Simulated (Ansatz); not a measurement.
Given:

SiO$_{2}$:
```
SiO2
1.0
    2.82140     0.00000     0.00000
    0.00000     2.82140     0.00000
    0.00000     0.00000     8.58835
Si O
2 4
Direct
  0.00000   0.00000   0.00000
  0.50000   0.50000   0.50000
  0.00000   0.50000   0.09939
  0.00000   0.50000   0.59939
  0.50000   0.00000   0.40061
  0.50000   0.00000   0.90061
```

This is the PBEsol-relaxed structure. Tensor components refer to the Cartesian frame of this cell.

**Question.** All from DFT-PBEsol in the program Ansatz with PAW potentials, unless another level is named. Give the elastic constants (relaxed ions, GPa).

**Answer.** C11 = 379, C12 = -31.4, C13 = 13.9, C33 = 11.5, C44 = 9.1, C66 = 44.6.

**Question.** Give the highest zone-centre frequency (without LO–TO term).

**Answer.** 912 cm⁻¹.

Space group P4_2/nmc. The cell is a constructed one: a structure type filled with these elements; neither database checked (COD, Materials Project) lists it. It is not the phase usual at ambient conditions (space group No. 92, 152, 154). The cell was relaxed with PBEsol under the symmetry of its start; of distortions, only those at the zone centre were tested.

Potentials: the later of the program's two PAW sets.
